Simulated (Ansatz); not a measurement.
BaInHO2:
```xyz
5
Lattice="4.2840 0.0000 0.0000 0.0000 4.2840 0.0000 0.0000 0.0000 3.8807" Properties=species:S:1:pos:R:3 pbc="T T T"
Ba     2.1420     2.1420     1.9403
In     0.0000     0.0000     0.0000
O      2.1420     0.0000     0.0000
O      0.0000     2.1420     0.0000
H      0.0000     0.0000     1.9403
```

Relaxed with PBEsol. Special points in fractions of this cell's reciprocal vectors: Γ (0.000, 0.000, 0.000); X (0.000, 0.500, 0.000); M (0.500, 0.500, 0.000); Z (0.000, 0.000, 0.500); R (0.000, 0.500, 0.500); A (0.500, 0.500, 0.500).

Q: List the band energies nearest the valence-band maximum at these points for the program Ansatz at the PBEsol level (PAW).

A: In eV from the valence-band maximum; about four levels below and three above (degenerate sets whole), none deeper than 8.9 eV; points with the same levels are listed once.

| k | below | above |
|---|---|---|
| Γ | -1.53 -1.10 -0.77 -0.77 | 3.82 4.59 6.32 |
| X | -2.00 -2.00 -0.94 -0.90 0.00 | 3.16 4.84 5.87 |
| M | -1.51 -1.51 -0.41 -0.07 -0.04 | 4.97 5.95 5.95 |
| Z | -2.08 -1.25 -1.25 -0.49 | 0.71 6.80 6.88 |
| R | -2.09 -1.80 -1.02 -0.69 | 4.24 4.66 5.92 |
| A | -0.96 -0.96 -0.30 -0.04 | 5.15 5.15 6.21 |

Space group P4/mmm. The start of the workflow was typed in or built on a structure type; neither database checked (COD, Materials Project) lists it. Whether it is the stable phase at ambient conditions was not checked. The PBEsol relaxation kept the symmetry of its start. At this level the phase is dynamically unstable (imaginary phonons). Spin–orbit coupling is left out wherever it is not named.

Potentials: the earlier of the program's two PAW sets. The files were generated under PBE; for other functionals the program regenerates the frozen cores, and for LDA and PBEsol the local potential too.
